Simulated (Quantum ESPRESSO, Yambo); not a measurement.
Levels of theory for the gap of Rb3RhF6

Rb$_{3}$RhF$_{6}$ (space group Fm-3m, No. 225): one geometry, one set of PBEsol (Quantum ESPRESSO, PseudoDojo norm-conserving, 88 Ry, without SOC) orbitals, self-energies from Yambo (2×2×2 Γ-centred k mesh, bands 5 to 282 and a 7 Ry block in the screening, 282 bands in G with the Bruneval-Gonze terminator, plasmon pole fitted at 27.2 eV).

The geometry is that of Materials Project entry mp-1113824, symmetrised and not relaxed again.

```json
[
 {"level": "PBEsol (Quantum ESPRESSO)", "gap X → X (eV)": "2.11", "rough Yambo cost": "–"},
 {"level": "exchange only (Hartree-Fock self-energy on PBEsol orbitals)", "gap X → X (eV)": "14.51", "rough Yambo cost": "about 1/20 (6 states)"},
 {"level": "static COHSEX@PBEsol", "gap X → X (eV)": "6.86", "rough Yambo cost": "within a factor of two (2 states)"},
 {"level": "G0W0@PBEsol, plasmon pole", "gap X → X (eV)": "5.84", "rough Yambo cost": "1 (6 states)"}
]
```

Bare exchange has no screening and gives the widest gap; static COHSEX screens it but leaves out the frequency dependence, which G0W0 restores.

Costs are rough ratios of core time on shared machines.

Convergence of the G0W0 settings was not tested. The k mesh is coarse.

Spin-orbit splittings are left out.

The structure is a Materials Project entry; no match was found in the copy of COD used, and its stability was not checked.
